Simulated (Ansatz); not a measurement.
NbNF₂ in space group P4/mmm (No. 123; Nb on 1a, N on 1b, F on 2f) under volume change, the program Ansatz at the PBEsol level (PAW), shape and atoms relaxed at each volume.

```json
[
 {"V (Å³/atom)": "14.593", "E − E(relaxed) (meV/atom)": "?", "P (GPa)": "?"},
 {"V (Å³/atom)": "15.074", "E − E(relaxed) (meV/atom)": "26.4", "P (GPa)": "9.31"},
 {"V (Å³/atom)": "15.555", "E − E(relaxed) (meV/atom)": "6.2", "P (GPa)": "4.28"},
 {"V (Å³/atom)": "16.036", "E − E(relaxed) (meV/atom)": "0.0", "P (GPa)": "0.00"},
 {"V (Å³/atom)": "16.517", "E − E(relaxed) (meV/atom)": "5.6", "P (GPa)": "-3.62"},
 {"V (Å³/atom)": "16.998", "E − E(relaxed) (meV/atom)": "?", "P (GPa)": "?"},
 {"V (Å³/atom)": "17.479", "E − E(relaxed) (meV/atom)": "45.2", "P (GPa)": "-9.25"}
]
```

### Question
Some entries are withheld; supply them.

### Answer

- 16.998, E − E(relaxed) (meV/atom): 21.2
- 16.998, P (GPa): -6.69
- 14.593, E − E(relaxed) (meV/atom): 63.0
- 14.593, P (GPa): 15.24

### Question
What does a third-order Birch–Murnaghan fit give for V₀, B₀ and B′?

### Answer
V₀ = 16.04 Å³/atom, B₀ = 131 GPa, B′ = 4.5.

The start of the workflow was typed in or built on a structure type; neither database checked (COD, Materials Project) lists it. Its standing as an ambient phase is unchecked. Symmetry was held in the PBEsol relaxation; its stability against distortions is not shown here. The workflow began spin-polarised and lost its moments. The cell computed holds one magnetic atom, so no antiferromagnetic order was within reach.

Potentials: the later of the program's two PAW sets.
